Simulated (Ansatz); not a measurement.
Pb (fcc, Cu type)

```
CELL_PARAMETERS angstrom
      0.00000     2.51696     2.51696
      2.51696     0.00000     2.51696
      2.51696     2.51696     0.00000
ATOMIC_POSITIONS crystal
  Pb 0.00000 0.00000 0.00000
```

The slice is a {111} plane (indices of the conventional cell) through the point (0.000, 0.000, 0.000) (fractional), spanned by u = [100] and v = [-1 2 0] in vectors of this cell: u (3.56 Å) and v (6.17 Å, at 90° to u). It covers one period; positions are fractions (u, v).

Computed with PBE (plane waves to 420 eV, PAW, scalar-relativistic; Ansatz, a first-principles code). k mesh 16×16×16. These are valence fields of a PAW run, semicore shells included where kept as valence: close to a nucleus they are smooth pseudo fields. Pb was relaxed with its symmetry unable to fall. Spin-orbit coupling is left out, though Pb is heavy. The relaxed volume of Pb is well above the measured one; the method has no dispersion term.

What is the ELF at the midpoint of the shortest Pb–Pb line in this plane (3.56 Å)?

0.21.

What is the valence density on the shortest Pb–Pb line in this plane (3.56 Å), at its midpoint?

0.11 e/Å³.

Predict the map of the valence electron density on the slice.


```
|99998866553311000000113355668899|
|88887766442211000000112244667788|
|77666644332211000000112233446666|
|55554433221100000000001122334455|
|33332222110000000000000011222233|
|22111111000000000000000000111111|
|00000000000000000000000000000000|
|00000000001111112211111100000000|
|00000000112222333333222211000000|
|00000011223344555555443322110000|
|00001122334466667766664433221100|
|00001122446677888888776644221100|
|00001133556688999999886655331100|
|00112233557788999999887755332211|
|00001133556688999999886655331100|
|00001122446677888888776644221100|
|00001122334466667766664433221100|
|00000011223344555555443322110000|
|00000000112222333333222211000000|
|00000000001111112211111100000000|
|00000000000000000000000000000000|
|22111111000000000000000000111111|
|33332222110000000000000011222233|
|55554433221100000000001122334455|
|77666644332211000000112233446666|
|88887766442211000000112244667788|
|99998866553311000000113355668899|
|99998877553322110011223355778899|
```
Scale: ten equal steps from -1.10 (start of '0') to 1.01 (end of '9'), in the order '0123456789'. Values: log₁₀ of the valence density in e/Å³. The map has 16 points along u (two characters each, u = 0 at the left) and 28 along v (v = 0 in the bottom row). The scale is logarithmic, as a density can span decades between atoms and voids.
